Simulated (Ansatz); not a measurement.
TiRh$_{3}$:
```
TiRh3
1.0
   -1.92478     1.92478     3.79043
    1.92478    -1.92478     3.79043
    1.92478     1.92478    -3.79043
Rh Ti
3 1
Direct
  0.50000   0.50000   0.00000
  0.75000   0.25000   0.50000
  0.25000   0.75000   0.50000
  0.00000   0.00000   0.00000
```

Relaxed with r²SCAN. Special points in fractions of this cell's reciprocal vectors: Γ (0.000, 0.000, 0.000); X (0.000, 0.000, 0.500); P (0.250, 0.250, 0.250); N (0.000, 0.500, 0.000); M (0.500, 0.500, -0.500); S (0.314, 0.686, -0.314); S0 (-0.314, 0.314, 0.314); R (-0.129, 0.129, 0.500); G (0.500, 0.500, -0.129).

**Question.** List the band energies nearest the Fermi level at these points for the program Ansatz at the r²SCAN level (PAW).

**Answer.** In eV from the Fermi level; about four levels below and three above (degenerate sets whole), none deeper than 8.9 eV; points with the same levels are listed once.

| k | below | above |
|---|---|---|
| Γ | -1.63 -1.63 -1.06 -0.91 -0.33 | 1.22 1.89 2.22 |
| X | -1.74 -1.22 -0.94 -0.45 | 0.19 0.90 1.03 |
| P | -1.26 -1.26 -0.97 -0.44 | 0.09 1.87 1.87 |
| N | -1.89 -1.30 -1.19 -1.10 | 0.29 0.39 0.98 |
| M | -0.87 -0.23 -0.23 -0.13 | 0.42 1.22 2.48 |
| S | -1.15 -0.99 -0.66 -0.27 | 0.36 0.85 1.36 |
| R | -0.93 -0.34 -0.27 -0.26 | 0.05 0.59 2.35 |

Space group I4/mmm. The cell is a constructed one: a structure type filled with these elements; neither database checked (COD, Materials Project) lists it. COD files the formula under space group No. 221. Whether it is the stable phase at ambient conditions was not checked. The cell was relaxed with r²SCAN under the symmetry of its start; whether a distortion lowers the energy is not shown. The run is not spin-polarised. Scalar-relativistic: spin–orbit coupling is off unless named, which matters more the heavier the elements.

Potentials: the earlier of the program's two PAW sets.
